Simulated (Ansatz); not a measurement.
**LiC6: pressure against volume**

LiC6, P6/mmm, a = 4.309 Å, c = 3.660 Å. The structure is a Materials Project entry; whether it is the stable form wasn't checked. Ansatz: PBEsol, PAW, 420 eV, Γ-centred 12×12×10 mesh on 7 atoms, Gaussian smearing 0.10 eV; no spin polarisation. Shape and atoms are relaxed at each volume; pressure is positive in compression.

```tsv
V (Å³/atom)	P (GPa)
7.400	?
7.652	7.39
7.904	4.39
8.156	1.99
8.409	0.01
8.661	-1.64
8.913	-3.16
9.250	-4.70
```

Q: Take V0 = 8.409 Å³/atom, count pressures from its P0 = 0.01 GPa, fit the third-order Birch–Murnaghan form to the other rows, and predict the missing pressure.

A: With the Eulerian strain f = ½[(V0/V)^(2/3) − 1] and y = (P − P0)/[3f(1 + 2f)^(5/2)], the form is the line y = B0 + 1.5 B0 (B0′ − 4) f. Rows (f, y): 0.03246, 64.8; 0.02108, 62.5; 0.01029, 61.0; -0.00975, 59.3; -0.01903, 61.2; -0.03079, 59.8. Means f = 0.0007100, y = 61.433; Σ(Δf)² = 0.003006, ΣΔfΔy = 0.2028; the slope is their ratio. y = 61.39 + 67.48 f GPa, so B0 = 61.4 GPa and B0′ = 4 + 2 × (67.48)/(3 × 61.39) = 4.73. At V = 7.400, f = 0.04448, y = 64.39 and P = 10.64 GPa. The run gave 11.04 GPa, so the fit is 0.40 GPa too low, 2.5 % of the span of the series, against an rms of 0.07 GPa on the fitted rows. The row lies outside the fitted range. The points of y bend away from a line: a fourth-order term fitted to them gives P = 11.13 GPa at this row's volume (the line 10.64, the run 11.04).